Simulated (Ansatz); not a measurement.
KI:
```
CELL_PARAMETERS angstrom
      0.00000     3.54587     3.54587
      3.54587     0.00000     3.54587
      3.54587     3.54587     0.00000
ATOMIC_POSITIONS crystal
  K  0.00000 0.00000 0.00000
  I  0.50000 0.50000 0.50000
```

Cartesian axes are those of the cell as given.

Problem. Give the high-frequency dielectric tensor and the Born effective charge tensors of the independent atoms from DFPT, r²SCAN in the plane-wave PAW code Ansatz.

Solution. 
ε∞:
```
2.73  0.00  0.00
0.00  2.73  0.00
0.00  0.00  2.73
```
Z* of atom 1 (K), rows: field, columns: displacement, in e:
```
1.12  0.00  0.00
0.00  1.12  0.00
0.00  0.00  1.12
```
Z* of atom 2 (I), rows: field, columns: displacement, in e:
```
-1.12   0.00   0.00
 0.00  -1.12   0.00
 0.00   0.00  -1.12
```

Static charges for comparison (Bader): K1 +0.84, I2 -0.84 e. Born charges measure polarisation by displacement and can exceed these by far.

Space group Fm-3m (rock salt). The r²SCAN relaxation kept the symmetry of its start; of distortions, only those at the zone centre were tested. Spin–orbit coupling is left out wherever it is not named.

Potentials: the later of the program's two PAW sets.
